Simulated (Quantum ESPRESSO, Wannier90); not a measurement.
Pt (fcc (Cu type)): Wannier90 run

```
Pt
1.0
    0.00000     1.97158     1.97158
    1.97158     0.00000     1.97158
    1.97158     1.97158     0.00000
Pt
1
Direct
  0.00000   0.00000   0.00000
```

Cell from Materials Project (mp-126), symmetrised, no further relaxation. This is the element's usual structure. Computed values, not measurements, from PBEsol: Quantum ESPRESSO (norm-conserving PseudoDojo potentials, cutoff 68 Ry, spinors with spin-orbit coupling) on a Γ-centred 10×10×10 mesh, then Wannier90. Density: 18×18×18 mesh, cold smearing 0.01 Ry.

Base run: 18 functions from bands 9-42 of the 42 computed, start hydrogen-like Pt: s;p;d, centres 0.05 Å off the atoms, frozen window up to 1.50 eV relative to the Fermi level, outer window open. One thing is changed at a time; window edges are relative to the Fermi level. The misfit compares interpolated bands with pw.x on a high-symmetry path, for states up to 1.0 eV relative to the Fermi level. Converged means that the tolerances were met: symmetric starts can stop on a saddle, which shows as a larger Ω_OD at equal Ω_I and can move the misfit too.

| setting | functions | frozen to (eV) | Ω_I (Å²) | Ω_D (Å²) | Ω_OD (Å²) | rms misfit (meV) | worst (meV) | ended |
|---|---|---|---|---|---|---|---|---|
| base | 18 | 1.50 | 15.29 | 0.01 | 3.57 | 2.6 | 21 | converged |

Starting from this base row, predict which settings stop with an error, and how Ω_I and the misfit move in the others: frozen window to 1.00 eV; frozen window to 0.50 eV; frozen window to 5.50 eV; no frozen window.


```csv
setting,functions,frozen to (eV),Ω_I (Å²),Ω_D (Å²),Ω_OD (Å²),rms misfit (meV),worst (meV),ended
frozen window to 1.00 eV,18,1.00,15.27,0.01,3.57,3.6,43,converged
frozen window to 0.50 eV,18,0.50,15.27,0.01,3.57,3.7,43,converged
frozen window to 5.50 eV,18,5.50,15.44,0.01,3.64,1.9,9.5,converged
no frozen window,18,none,14.62,0.02,3.02,648,2411,converged
```

Runs of this sweep that didn't settle are not listed.
